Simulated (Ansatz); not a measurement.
**Zone-centre modes in Al2Cu**

Method: DFT PBEsol, scalar-relativistic, plane waves, PAW (Ansatz 0.2.0). Cutoff 420 eV, Γ-centred 12×12×12 k-points, Gaussian smearing of 0.15 eV. No spin polarisation.

The undisturbed cell (relaxed at this level; it needn't be the usual structure):

```
Al Cu
1.0
    -2.99655    2.99655    2.41392
     2.99655   -2.99655    2.41392
     2.99655    2.99655   -2.41392
Al Cu
4 2
Direct
  0.15932 0.65932 0.81864
  0.65932 0.84068 0.50000
  0.84068 0.34068 0.18136
  0.34068 0.15932 0.50000
  0.75000 0.75000 0.00000
  0.25000 0.25000 0.00000
```

Harmonic modes by finite displacements of 0.02 Å, without the LO–TO term.

(1) At this geometry, is the structure stable against these modes?

(2) List the wavenumbers in cm⁻¹.

Results:

(1) Yes: no mode is imaginary beyond 10 cm⁻¹, and only the three translations lie near zero.

(2) 0, 0, 0, 146, 146, 150, 150, 188, 193, 217, 251, 262, 262, 279, 283, 297, 297, 325.

Cost: 1 run of about 10 core-minutes, on Arm Neoverse V1 (shared hosts).